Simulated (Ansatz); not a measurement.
SrTiO3:
```cif
data_O3SrTi
_chemical_formula_sum 'Sr1 Ti1 O3'
_space_group_name_H-M_alt 'Pm-3m'
_space_group_IT_number 221
_space_group_name_Hall '-P 4 2 3'
_cell_length_a 3.93655
_cell_length_b 3.93655
_cell_length_c 3.93655
_cell_angle_alpha 90.000
_cell_angle_beta 90.000
_cell_angle_gamma 90.000
loop_
_atom_site_label
_atom_site_type_symbol
_atom_site_symmetry_multiplicity
_atom_site_Wyckoff_symbol
_atom_site_fract_x
_atom_site_fract_y
_atom_site_fract_z
_atom_site_occupancy
Sr1 Sr 1 a 0.00000 0.00000 0.00000 1
Ti1 Ti 1 b 0.50000 0.50000 0.50000 1
O1 O 3 c 0.00000 0.50000 0.50000 1
```

Relaxed with PBE.

Problem. Which orbitals make up the states near the band edges in the program Ansatz at the PBE level (PAW)?

Solution. Top 1 eV of the valence band: O 2p 95 %. Bottom 1 eV of the conduction band: Ti 3d 88 %, O 2p 10 %. Projections are on Löwdin-orthogonalised atomic valence shells; empty p or d shells of many metals are not among them.

Problem. Tabulate the density of states.

Solution. States/eV per cell of 5 atoms, in 0.25 eV bins, energy from the valence-band maximum.

| E (eV) | total | O 2p | Ti 3d | O 2s |
|---|---|---|---|---|
| -7.88 | 0.00 | 0.00 | 0.00 | 0.00 |
| -7.63 | 0.00 | 0.00 | 0.00 | 0.00 |
| -7.38 | 0.00 | 0.00 | 0.00 | 0.00 |
| -7.13 | 0.00 | 0.00 | 0.00 | 0.00 |
| -6.88 | 0.00 | 0.00 | 0.00 | 0.00 |
| -6.63 | 0.00 | 0.00 | 0.00 | 0.00 |
| -6.38 | 0.00 | 0.00 | 0.00 | 0.00 |
| -6.13 | 0.00 | 0.00 | 0.00 | 0.00 |
| -5.88 | 0.00 | 0.00 | 0.00 | 0.00 |
| -5.63 | 0.00 | 0.00 | 0.00 | 0.00 |
| -5.38 | 0.00 | 0.00 | 0.00 | 0.00 |
| -5.13 | 0.00 | 0.00 | 0.00 | 0.00 |
| -4.88 | 0.00 | 0.00 | 0.00 | 0.00 |
| -4.63 | 0.01 | 0.01 | 0.00 | 0.00 |
| -4.38 | 2.62 | 1.94 | 0.39 | 0.01 |
| -4.13 | 4.63 | 3.30 | 0.97 | 0.01 |
| -3.88 | 4.77 | 3.35 | 1.15 | 0.02 |
| -3.63 | 3.86 | 2.82 | 0.82 | 0.03 |
| -3.38 | 4.68 | 3.53 | 0.89 | 0.03 |
| -3.13 | 5.43 | 4.27 | 0.88 | 0.03 |
| -2.88 | 8.68 | 7.27 | 0.97 | 0.03 |
| -2.63 | 3.13 | 2.48 | 0.51 | 0.02 |
| -2.38 | 2.31 | 1.85 | 0.36 | 0.02 |
| -2.13 | 1.89 | 1.57 | 0.23 | 0.02 |
| -1.88 | 3.09 | 2.70 | 0.20 | 0.03 |
| -1.63 | 2.38 | 2.11 | 0.12 | 0.03 |
| -1.38 | 4.49 | 4.11 | 0.18 | 0.03 |
| -1.13 | 5.69 | 5.25 | 0.24 | 0.04 |
| -0.88 | 6.43 | 6.00 | 0.22 | 0.03 |
| -0.63 | 3.74 | 3.57 | 0.07 | 0.01 |
| -0.38 | 2.43 | 2.37 | 0.01 | 0.00 |
| -0.13 | 1.71 | 1.69 | 0.00 | 0.00 |
| 0.12 | 0.00 | 0.00 | 0.00 | 0.00 |
| 0.37 | 0.00 | 0.00 | 0.00 | 0.00 |
| 0.62 | 0.00 | 0.00 | 0.00 | 0.00 |
| 0.87 | 0.00 | 0.00 | 0.00 | 0.00 |
| 1.12 | 0.00 | 0.00 | 0.00 | 0.00 |
| 1.37 | 0.00 | 0.00 | 0.00 | 0.00 |
| 1.62 | 0.00 | 0.00 | 0.00 | 0.00 |
| 1.87 | 0.12 | 0.00 | 0.12 | 0.00 |
| 2.12 | 1.02 | 0.05 | 0.95 | 0.00 |
| 2.37 | 1.21 | 0.11 | 1.08 | 0.00 |
| 2.62 | 1.59 | 0.20 | 1.36 | 0.00 |
| 2.87 | 1.85 | 0.28 | 1.52 | 0.00 |
| 3.12 | 2.53 | 0.43 | 2.02 | 0.00 |
| 3.37 | 3.39 | 0.64 | 2.63 | 0.00 |
| 3.62 | 6.31 | 1.30 | 4.77 | 0.01 |
| 3.87 | 3.77 | 0.74 | 2.78 | 0.00 |
| 4.12 | 2.12 | 0.42 | 1.53 | 0.01 |
| 4.37 | 0.97 | 0.06 | 0.76 | 0.10 |
| 4.62 | 1.02 | 0.07 | 0.79 | 0.11 |
| 4.87 | 1.24 | 0.12 | 0.94 | 0.13 |
| 5.12 | 1.49 | 0.17 | 1.10 | 0.16 |
| 5.37 | 1.08 | 0.16 | 0.77 | 0.10 |
| 5.62 | 1.07 | 0.16 | 0.65 | 0.08 |
| 5.87 | 1.16 | 0.18 | 0.61 | 0.07 |
| 6.12 | 1.34 | 0.21 | 0.62 | 0.08 |
| 6.37 | 1.73 | 0.28 | 0.74 | 0.10 |
| 6.62 | 1.98 | 0.32 | 0.75 | 0.10 |

The PBE relaxation kept the symmetry of its start. The run is not spin-polarised. Scalar-relativistic: spin–orbit coupling is off unless named, which matters more the heavier the elements.

Potentials: the earlier of the program's two PAW sets.
